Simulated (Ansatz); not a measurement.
A relaxed structure of Si is spoiled in several ways and relaxed again each time (noise and exchanges are one random draw each; pressure is positive under compression). These are r2SCAN (plane waves to 500 eV, PAW, scalar-relativistic; Ansatz, an electronic-structure program) values and carry that method's errors.

Space group Fd-3m, origin choice 1 (No. 227); a = 5.444 Å, b = 5.444 Å, c = 5.444 Å, α = 90.00°, β = 90.00°, γ = 90.00°

```
atom  site  symmetry       x       y       z
----  ----  --------  ------  ------  ------
Si      8a      -43m  0.0000  0.0000  0.0000
```
(The calculation used a cell of 2 atoms; values per cell refer to that cell.)

| change | first pressure (GPa) | largest first force (eV/Å) | released (eV/atom) | moves | outcome | final group | E − E(parent) (eV/atom) |
|---|---|---|---|---|---|---|---|
| with every coordinate shifted by Gaussian noise of σ = 0.1 Å | 2.4 | 3.73 | 0.23 | 4 | returns to the parent | Fd-3m | 0.000 |
| with every coordinate shifted by Gaussian noise of σ = 0.3 Å | 22.3 | 5.29 | 1.98 | 8 | returns to the parent | Fd-3m | 0.000 |

First-step values come from each run's starting, coarser k-mesh (7×7×7). Each cell has its own k-point mesh; energy differences are given only to the digits this allows. No spin polarisation in the result.
